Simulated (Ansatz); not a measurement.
Trial structure of Ca2Al2O, not yet relaxed:

Space group P4/mmm (No. 123). a = 4.699 Å, b = 4.699 Å, c = 4.214 Å, α = 90.00°, β = 90.00°, γ = 90.00°
| atom | site | symmetry | x | y | z |
| --- | --- | --- | --- | --- | --- |
| Ca | 1d | 4/mmm | 0.5000 | 0.5000 | 0.5000 |
| Ca | 1b | 4/mmm | 0.0000 | 0.0000 | 0.5000 |
| Al | 2e | mmm. | 0.5000 | 0.0000 | 0.5000 |
| O | 1a | 4/mmm | 0.0000 | 0.0000 | 0.0000 |

Theory: Ansatz 0.2.0, DFT PBE, scalar-relativistic, plane waves, PAW. Plane waves to 420 eV, a k mesh through Γ of 4×4×4 on the computed 5-atom cell and Gaussian smearing (0.10 eV); no spin polarisation.

Energies over the elements count from the elements' standard structures at the same level (O₂ as a molecule), with no fitted energy shifts.

Q: How far from equilibrium is it?

A: The pressure is 39.9 GPa (the mean over three directions, positive in compression), the largest force is 0.00 eV/Å (symmetry fixes the atoms), and the energy is +1.94 eV/atom against the elements. The shortest distance is 2.11 Å.

Q: How much does it gain on relaxing, and where does it end?

A: Relaxing gains about 1.8 eV/atom (the start's value is from the coarse mesh, so the gain is rough) in 13 ionic steps and ends at +0.11 eV/atom on the finer mesh. The symmetry stays P4/mmm (No. 123). The volume per atom grows by 83.6 %, from 18.6 to 34.2 Å³. The shortest distance goes from 2.11 Å (Ca–O) to 2.10 Å (Ca–O). The ratio c/a of the conventional cell changes by a factor of 0.73. Conventional cell: a = 6.386 Å, c = 4.191 Å. Ca on its first site has 4 Al at 3.19 Å; Al has 4 Ca at 3.19 Å; around O lie 2 Ca at 2.10 Å; 1 more site not described.

The last run used a 6×6×10 mesh (in the run's order of axes) for its 5-atom cell and Gaussian smearing of 0.10 eV. The relaxation can't lower the symmetry of the start. A structure relaxed within its symmetry needn't be a true minimum. Another cell of Ca2Al2O relaxed alike, in P-3m1, lies 1.23 eV/atom lower, so this cell isn't the stable form at this level.
